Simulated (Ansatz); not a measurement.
InHO₂:
```cif
data_H2In2O4
_chemical_formula_sum 'In2 H2 O4'
_space_group_name_H-M_alt 'Pnnm'
_space_group_IT_number 58
_space_group_name_Hall '-P 2 2n'
_cell_length_a 4.52066
_cell_length_b 5.28231
_cell_length_c 3.28791
_cell_angle_alpha 90.000
_cell_angle_beta 90.000
_cell_angle_gamma 90.000
loop_
_atom_site_label
_atom_site_type_symbol
_atom_site_symmetry_multiplicity
_atom_site_Wyckoff_symbol
_atom_site_fract_x
_atom_site_fract_y
_atom_site_fract_z
_atom_site_occupancy
In1 In 2 a 0.00000 0.00000 0.00000 1
H1 H 2 c 0.00000 0.50000 0.00000 1
O1 O 4 g 0.22104 0.36895 0.00000 1
```

Relaxed with PBEsol. 

**Question.** HSE06 on this cell (Ansatz, a quantum-chemistry and plane-wave program, PAW) gives a gap of 3.66 eV. What does PBEsol give?

**Answer.** 1.98 eV.

Cost on shared cores: the PBEsol run (SCF on a 6×5×8 mesh, then bands and DOS) very roughly 60 core-seconds, the HSE06 run (SCF on 4×3×5, then a few points) roughly 3 core-minutes; the tasks are unlike.

The first step of the workflow began from a Materials Project structure, measured or hypothetical; the Crystallography Open Database copy checked does not list it. COD files the formula under space group No. 31, so this cell is another polymorph or a model. Its standing as an ambient phase is unchecked. Symmetry was held in the PBEsol relaxation; whether a distortion lowers the energy is not shown. Spin–orbit coupling is left out wherever it is not named.

Potentials: the later of the program's two PAW sets.

Ansatz is a plane-wave DFT program.
